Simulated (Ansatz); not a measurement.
Below is a relaxed structure of ZnCd2Te3. The cell was found from a structure generator's guess, not taken from experiment.

Method: DFT PBE, scalar-relativistic, plane waves, PAW in Ansatz 0.2.0. Cutoff 420 eV, Γ-centred mesh, Gaussian smearing, no spin polarisation.

```yaml
crystal:
  lattice:
    - [4.29784, 0.00000, 0.00000]
    - [0.00000, 4.29784, 0.00000]
    - [0.00000, 0.00000, 10.60965]
  atoms:
    - { symbol: Zn, position: [0.00000, 0.00000, 0.00000] }
    - { symbol: Cd, position: [0.50000, 0.00000, 0.50000] }
    - { symbol: Cd, position: [0.00000, 0.50000, 0.50000] }
    - { symbol: Te, position: [0.50000, 0.50000, 0.69675] }
    - { symbol: Te, position: [0.50000, 0.50000, 0.30325] }
    - { symbol: Te, position: [0.50000, 0.50000, 0.00000] }
```

Formation energies are uncorrected and refer to the elements' standard structures at the same level.

Task: What space group does it have?

Result: P4/mmm (No. 123). Conventional cell: a = 4.298 Å, c = 10.610 Å. Zn has 4 Te at 3.04 Å; around Cd lie 4 Te at 3.00 Å and 4 Cd at 3.04 Å; Te on a site of symmetry 4mm is surrounded by 4 Cd at 3.00 Å and 1 Te at 3.22 Å; Te on a site of symmetry 4/mmm is surrounded by 4 Zn at 3.04 Å and 2 Te at 3.22 Å.

Task: How far does it lie from the elements in energy?

Result: +0.06 eV/atom. A positive value: parting into the elements would lower its energy.

Task: Is it a metal?

Result: Yes, bands cross the Fermi level on the 10×10×4 mesh.

The last run used a 10×10×4 mesh (in the run's order of axes) for its 6-atom cell and Gaussian smearing of 0.10 eV. These runs have no spin–orbit coupling, which can matter for Te. The reference form of Te is held partly by dispersion forces, which this level lacks. Symmetry constrained the relaxation, so the result can be a saddle point.
